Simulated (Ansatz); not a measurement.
NbRh: levels along high-symmetry lines

```
Nb Rh
1.0
     4.57885    0.00000    0.00000
     0.00000    2.83114    0.00000
     0.00000    0.00000    4.91735
Nb Rh
2 2
Direct
  0.75000 0.00000 0.20037
  0.25000 0.00000 0.79963
  0.75000 0.50000 0.68848
  0.25000 0.50000 0.31152
```

Atoms are numbered in the order listed.

The cell is the one relaxed in the Materials Project (mp-11515), not relaxed further here; entries there can be hypothetical.

Level of theory: DFT, PBEsol, all-electron LAPW, scalar-relativistic in Ansatz 0.2.0.

The runs use a Γ-centred 7×12×7 k mesh, Fermi–Dirac smearing of 0.03 eV, basis error target 1 meV/atom, no spin polarisation.

Points in fractions of the reciprocal vectors of this cell: Γ (0, 0, 0), X (0.5, 0, 0), S (0.5, 0.5, 0), Y (0, 0.5, 0), Z (0, 0, 0.5), U (0.5, 0, 0.5), R (0.5, 0.5, 0.5), T (0, 0.5, 0.5). The path joins them by straight lines in the order Γ–X–S–Y–Γ–Z–U–R–T; legs that retrace an earlier one aren't tabulated. Energies are in eV from the Fermi level.

Q: Is there a gap?

A: none: bands cross the Fermi level, a metal.

Q: List the levels between -8 and 6 eV at the symmetry points.

A: 
Γ: -7.09, -5.17, -5.05, -4.97, -4.72, -2.53, -2.44, -2.15, -1.62, -1.50, -1.44, -1.29, -0.61, -0.22, -0.16, 0.65, 1.25, 2.59, 3.50, 3.62, 3.78, 4.06, 4.36
X: -5.31 (×2), -4.72 (×2), -3.79 (×2), -2.29 (×2), -2.03 (×2), -1.25 (×2), -1.20 (×2), 0.59 (×2), 1.43 (×2), 2.58 (×2), 3.71 (×2), 4.87 (×2)
S: -4.42 (×2), -4.27 (×2), -3.32 (×2), -3.12 (×2), -2.33 (×2), -0.89 (×2), -0.60 (×2), 0.72 (×2), 1.23 (×2), 4.01 (×2), 5.22 (×2)
Y: -4.10, -3.85, -3.79, -3.69, -3.42, -3.29, -2.96, -2.90, -2.72, -2.12, -2.05, -1.02, -0.96, -0.49, -0.48, 0.39, 1.21, 2.56, 2.59, 3.70, 4.63
Z: -5.52, -5.31, -4.54, -4.44, -3.81, -3.06, -2.99, -2.19, -1.94, -1.79, -1.49, -1.46, -1.13, -0.89, -0.60, 0.17, 0.46, 1.06, 2.27, 2.69, 3.45, 4.24
U: -4.53 (×2), -4.01 (×2), -3.64 (×2), -2.79 (×2), -1.65 (×2), -1.46 (×2), -1.06 (×2), -1.05 (×2), 1.37 (×2), 1.91 (×2), 3.30 (×2), 3.63 (×2)
R: -5.15 (×2), -5.07 (×2), -3.81 (×2), -3.76 (×2), -1.09 (×2), 0.76 (×2), 1.13 (×2), 1.81 (×2), 1.90 (×2), 3.58 (×2), 3.62 (×2), 4.81 (×2)
T: -4.87, -4.86, -4.28, -4.28, -4.26, -3.98, -2.75, -2.61, -1.94, -1.78, -1.05, -1.00, -0.27, -0.12, 1.17, 1.30, 1.32, 3.33, 3.60, 3.83, 4.70, 5.66
